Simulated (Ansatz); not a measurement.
Each is relaxed and computed with the program Ansatz at the r²SCAN level (PAW). Which is the only one with a gap?
A) AlCr2C, P6_3/mmc (Al on 2d, Cr on 4f, C on 2a)
B) Al3GaAs4, P-4m2 (Pearson symbol tP8)
C) InAs, CsCl type
D) GaAs, I-4m2 (Ga on 2c, As on 2a)

B, Al3GaAs4, P-4m2 (Pearson symbol tP8). Al3GaAs4: gap 1.79 eV; GaAs: metal; InAs: metal; AlCr2C: metal. Constructed cells (a structure type filled with these elements, in neither database checked): InAs, CsCl type. Typed or built starts, not in the databases checked: Al3GaAs4, P-4m2 (Pearson symbol tP8). Not the usual ambient phase: GaAs, I-4m2 (Ga on 2c, As on 2a); InAs, CsCl type. Unstable at this level: InAs, CsCl type. All cells were relaxed under the symmetry of their starts (and spin orders); stability against distortions was not tested throughout. Named crystals with no word on spin ran without spin polarisation. Scalar-relativistic: spin–orbit coupling is off unless named, which matters more the heavier the elements.

Potentials: the earlier of the program's two PAW sets. The files were generated under PBE; for other functionals the program regenerates the frozen cores, and for LDA and PBEsol the local potential too.
